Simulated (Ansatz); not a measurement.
BeTe:
```
CELL_PARAMETERS angstrom
      0.00000     2.83182     2.83182
      2.83182     0.00000     2.83182
      2.83182     2.83182     0.00000
ATOMIC_POSITIONS crystal
  Be 0.50000 0.50000 0.50000
  Te 0.25000 0.25000 0.25000
```

Cartesian axes are those of the cell as given.

Task: Give the proper piezoelectric stress tensor with relaxed ions from DFT-PBE in the program Ansatz with PAW potentials.

Result: In C/m², rows x, y, z, Voigt columns; mesh uncertainty up to 0.00.
```
0.00  0.00  0.00  0.23  0.00  0.00
0.00  0.00  0.00  0.00  0.23  0.00
0.00  0.00  0.00  0.00  0.00  0.23
```

The elastic tensor of the same run (GPa):

|  | 1 | 2 | 3 | 4 | 5 | 6 |
|---|---|---|---|---|---|---|
| 1 | 96.6 | 36.5 | 36.5 | 0.0 | 0.0 | 0.0 |
| 2 | 36.5 | 96.6 | 36.5 | 0.0 | 0.0 | 0.0 |
| 3 | 36.5 | 36.5 | 96.6 | 0.0 | 0.0 | 0.0 |
| 4 | 0.0 | 0.0 | 0.0 | 49.4 | 0.0 | 0.0 |
| 5 | 0.0 | 0.0 | 0.0 | 0.0 | 49.4 | 0.0 |
| 6 | 0.0 | 0.0 | 0.0 | 0.0 | 0.0 | 49.4 |

Task: Convert to strain constants d = e·S.

Result: In pC/N:
```
0.0  0.0  0.0  4.7  0.0  0.0
0.0  0.0  0.0  0.0  4.7  0.0
0.0  0.0  0.0  0.0  0.0  4.7
```

Space group F-43m (zinc blende). The cell was relaxed with PBE under the symmetry of its start; of distortions, only those at the zone centre were tested. The volume moved by 30 % from the start of the relaxation. Scalar-relativistic: spin–orbit coupling is off unless named, which matters more the heavier the elements.

Potentials: the later of the program's two PAW sets.
